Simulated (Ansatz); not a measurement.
According to PBE (plane waves, PAW; program Ansatz), BAs in the rock salt structure (Fm-3m) relaxes to a = 4.616 Å. B has 6 nearest neighbours from 2.31 Å (octahedral); As has 6 nearest neighbours from 2.31 Å (octahedral). Against the elements it lies at 0.87 eV/atom, with no fitted shifts.

Electronic character: metallic (no gap). Gap from PBE with spin–orbit coupling: none (metallic).

The bulk modulus is 131 GPa.

The start of the workflow was typed in or built on a structure type; neither database checked (COD, Materials Project) lists it. It is not the phase usual at ambient conditions (space group No. 216). Symmetry was held in the PBE relaxation; whether a distortion lowers the energy is not shown. Its formation energy is positive at this level, so the cell may be metastable or incomplete. The references are the lowest solids computed at this level, not always the standard phases. Scalar-relativistic: spin–orbit coupling is off unless named, which matters more the heavier the elements.

Potentials: the earlier of the program's two PAW sets.
